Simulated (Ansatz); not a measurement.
## Structure types of La at zero pressure (with spin–orbit coupling)

Structure types of La are relaxed in primitive cells with their symmetry kept at 0 GPa, first on PAW files, then by LAPW. The enthalpy is E + pV at zero temperature, without zero-point motion. Only the types listed were tried, and differences under about 5 meV/atom are mesh noise. Not among the end structures: fcc, which may lie lower.

Level of theory: DFT with LDA, with spin–orbit coupling, in Ansatz 0.2.0; Fermi–Dirac smearing of 0.05 eV, no spin polarisation. LAPW: all electrons, basis error target 0.5 meV/atom; PAW: frozen-core files, cutoff 420 eV.

k meshes: bcc 14×14×14, hcp 13×13×7.

The PAW files were made under PBE.

| start type | ends as | a, b, c (Å) | V (Å³/atom) | H − H(lowest), LAPW (meV/atom) |
| --- | --- | --- | --- | --- |
| bcc | bcc, Im-3m | 4.047, 4.047, 4.047 | 33.13 | ? |
| hcp | hcp, P6_3/mmc | 3.578, 3.578, 5.902 | 32.72 | 0.0 |

Question: Give the missing entry: row "bcc", column "H − H(lowest), LAPW (meV/atom)".

Answer: 108.5.
